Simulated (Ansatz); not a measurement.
## ZnSe: pressure against volume

ZnSe, F-43m, a = 5.666 Å. Ansatz: r2SCAN, PAW, 500 eV, Γ-centred 8×8×8 mesh on 2 atoms, Gaussian smearing 0.02 eV; no spin polarisation. Symmetry fixes shape and atoms, so the cell is only scaled; pressure is positive in compression.

```tsv
V (Å³/atom)	P (GPa)
20.008	11.05
20.690	7.57
21.372	4.61
22.054	?
22.736	-0.02
23.418	-1.82
24.100	-3.36
25.010	-5.05
```

Take V0 = 22.736 Å³/atom, count pressures from its P0 = -0.02 GPa, fit the third-order Birch–Murnaghan form to the other rows, and predict the missing pressure.

With the Eulerian strain f = ½[(V0/V)^(2/3) − 1] and y = (P − P0)/[3f(1 + 2f)^(5/2)], the form is the line y = B0 + 1.5 B0 (B0′ − 4) f. Rows (f, y): 0.04447, 67.1; 0.03244, 66.6; 0.02105, 66.1; -0.00976, 64.6; -0.01905, 64.4; -0.03079, 63.8. Means f = 0.006393, y = 65.433; Σ(Δf)² = 0.004634, ΣΔfΔy = 0.2041; the slope is their ratio. y = 65.15 + 44.05 f GPa, so B0 = 65.2 GPa and B0′ = 4 + 2 × (44.05)/(3 × 65.15) = 4.45. At V = 22.054, f = 0.01026, y = 65.60 and P = 2.10 GPa. The run gave 2.11 GPa, so the fit is 0.01 GPa too low, within twice the rms miss on the fitted rows (0.006 GPa).